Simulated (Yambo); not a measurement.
BSE-type run in Yambo on BaAlSiH (space group P3m1, No. 156) under isotropic strain of -3 % on all lattice vectors, at zero momentum.

Quantum ESPRESSO step (PBEsol, PseudoDojo standard norm-conserving files, scalar-relativistic):
```
&CONTROL
  calculation = 'nscf'
  pseudo_dir = './pseudo'
  outdir = './out'
/
&SYSTEM
  ibrav = 0
  nat = 4
  ntyp = 4
  ecutwfc = 72.0
  ecutrho = 288.0
  occupations = 'fixed'
  force_symmorphic = .true.
  nbnd = 44
/
&ELECTRONS
  conv_thr = 4e-09
  diago_full_acc = .true.
  diago_thr_init = 1e-08
/
ATOMIC_SPECIES
H 1.0080 H.upf
Al 26.9815 Al.upf
Si 28.0850 Si.upf
Ba 137.3270 Ba.upf
CELL_PARAMETERS angstrom
  4.170166502695   0.000000000000   0.000000000000
 -2.085083251347   3.611470129345   0.000000000000
  0.000000000000   0.000000000000   4.910092514267
ATOMIC_POSITIONS crystal
H   0.666666667000   0.333333333000   0.119325477000
Al   0.666666667000   0.333333333000   0.472519028700
Si   0.333333333667   0.666666666333   0.544226505900
Ba   0.000000000333   0.000000000000   0.006838988400
K_POINTS automatic
6 6 4 0 0 0
```

Yambo input:
```
rim_cut
optics
bse
bss
dipoles
em1s
RandQpts= 1000000
RandGvec= 1 Ry
FFTGvecs= 40 Ry
Chimod= "HARTREE"
BSKmod= "SEX"
BSEmod= "resonant"
BSSmod= "hs"
BSENGexx= 15 Ry
BSENGBlk= 4 Ry
% KfnQP_E
 0.493 | 1.0 | 1.0 |
%
% BSEQptR
 1 | 1 |
%
% BSEBands
 6 | 18 |
%
% BEnRange
 0.0 | 8.6 | eV
%
% BDmRange
 0.15 | 0.15 | eV
%
BEnSteps= 172
% BLongDir
 0.0 | 0.0 | 1.0 |
%
BSHayTrs= -0.02
BSSNEig= 24
WRbsWF
% BndsRnXs
 1 | 39 |
%
NGsBlkXs= 4 Ry
% LongDrXs
 1.0 | 1.0 | 1.0 |
%
```

From the report:

The dimension is k points × valence × conduction bands = 144 × 4 × 9 = 5184.
```
  [SLEPC] Approach                          : Krylov-Schur
  [SLEPC] Number of requested eigenvalues   :  24
  [SLEPC] Number of eigenvalues        [NEV]:  24
   [K] Dimension                                    :   5184
   [K] Bands                                        :   6  18
   [K] Exchange res                                 : yes
   [K] Correlation res                              : yes
   [K] W interaction is bare                        : no
   [K] RL vectors exchange                          :   515
   [K] RL vectors correlation                       :   73
   [W] Matrix size                                  :   73
   [W] Bands                                        :    1   39
   [W] Coulomb Cutoff                               : none
   [W] Hxc Kernel                                   : HARTREE
```

Geometry strained from the cell relaxed with PBEsol, atoms relaxed again.

The structure is a Materials Project entry; no match was found in the copy of COD used, and its stability was not checked.
